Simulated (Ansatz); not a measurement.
SnTe (rock salt, Fm-3m), the program Ansatz at the r²SCAN level (PAW). The conduction-band minimum lies at L, with 4 equivalent valleys. Second derivatives d²E/dk² of the lowest band at one valley (eV·Å²), along Cartesian directions:

```json
[
 {"direction": "[100]", "d²E/dk²": "82.68"},
 {"direction": "[010]", "d²E/dk²": "82.68"},
 {"direction": "[001]", "d²E/dk²": "82.68"},
 {"direction": "[110]", "d²E/dk²": "101.0"},
 {"direction": "[101]", "d²E/dk²": "65.37"},
 {"direction": "[011]", "d²E/dk²": "65.37"}
]
```

Task: Find the principal effective masses, the density-of-states mass and the conductivity mass.

Result: Off-diagonal terms follow from H_xy = H[110] − (H_xx + H_yy)/2, and m*/mₑ = 7.620 eV·Å² over each eigenvalue: 0.065, 0.12, 0.12. One valley's DOS mass (m₁m₂m₃)^(1/3) = 0.096, conductivity mass 3/(Σ 1/mᵢ) = 0.092 mₑ.

Task: What effective density of states Nc follows at 300 K for parabolic valleys?

Result: Nc = 2.509e19 × 4 × (0.096)^(3/2) ≈ 3.0e18 cm⁻³.

The r²SCAN relaxation kept the symmetry of its start. The volume moved by -29 % from the start of the relaxation. Spin–orbit coupling is left out wherever it is not named.

Potentials: the later of the program's two PAW sets.

Edges and masses are those of Kohn–Sham bands, whose gap is no quasiparticle gap.
